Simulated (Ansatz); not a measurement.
Consider the following.

ZrTa:
```cif
data_Ta2Zr2
_chemical_formula_sum 'Ta2 Zr2'
_space_group_name_H-M_alt 'Pmma'
_space_group_IT_number 51
_space_group_name_Hall '-P 2a 2a'
_cell_length_a 4.64823
_cell_length_b 3.49910
_cell_length_c 4.89322
_cell_angle_alpha 90.000
_cell_angle_beta 90.000
_cell_angle_gamma 90.000
loop_
_atom_site_label
_atom_site_type_symbol
_atom_site_symmetry_multiplicity
_atom_site_Wyckoff_symbol
_atom_site_fract_x
_atom_site_fract_y
_atom_site_fract_z
_atom_site_occupancy
Ta1 Ta 2 e 0.75000 0.00000 0.19386 1
Zr1 Zr 2 f 0.25000 0.50000 0.27640 1
```

This is the PBEsol-relaxed structure.

Problem. All from DFT-PBEsol in the program Ansatz with PAW potentials, unless another level is named. Estimate the bulk modulus (Birch–Murnaghan fit).

Solution. 127 GPa.

Problem. Next, the highest zone-centre frequency?

Solution. 187 cm⁻¹.

The start of the workflow was typed in or built on a structure type; neither database checked (COD, Materials Project) lists it. Its standing as an ambient phase is unchecked. The cell was relaxed with PBEsol under the symmetry of its start; whether a distortion lowers the energy is not shown. No spin polarisation was allowed. Its formation energy is positive at this level, so the cell may be metastable or incomplete. As this level gives no gap, phonon frequencies hold no LO–TO term and depend on the k-mesh and smearing (Fermi–Dirac, 0.1 eV here). Scalar-relativistic: spin–orbit coupling is off unless named, which matters more the heavier the elements.

Potentials: the later of the program's two PAW sets.
